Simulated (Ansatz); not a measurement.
NbIr (rock salt, Fm-3m) under volume change, plane-wave PAW PBE (Ansatz code), scaled uniformly.

```tsv
V (Å³/atom)	E − E(relaxed) (meV/atom)	P (GPa)
16.661	[?]	[?]
17.210	46.2	14.23
17.759	10.9	6.54
18.308	0.0	0.00
18.858	9.8	-5.56
19.407	[?]	[?]
19.956	79.4	-14.28
```

Question: What belongs in the gaps?

Answer: 
- 19.407, E − E(relaxed) (meV/atom): 37.1
- 19.407, P (GPa): -10.28
- 16.661, E − E(relaxed) (meV/atom): 110.0
- 16.661, P (GPa): 23.29

Question: What does a third-order Birch–Murnaghan fit give for V₀, B₀ and B′?

Answer: V₀ = 18.31 Å³/atom, B₀ = 200 GPa, B′ = 4.4.

The start of the workflow was typed in or built on a structure type; neither database checked (COD, Materials Project) lists it. COD files the formula under space group No. 123, so this cell is another polymorph or a model. Whether it is the stable phase at ambient conditions was not checked. The PBE relaxation kept the symmetry of its start; its stability against distortions is not shown here. No spin polarisation was allowed. Scalar-relativistic: spin–orbit coupling is off unless named, which matters more the heavier the elements.

Potentials: the earlier of the program's two PAW sets.
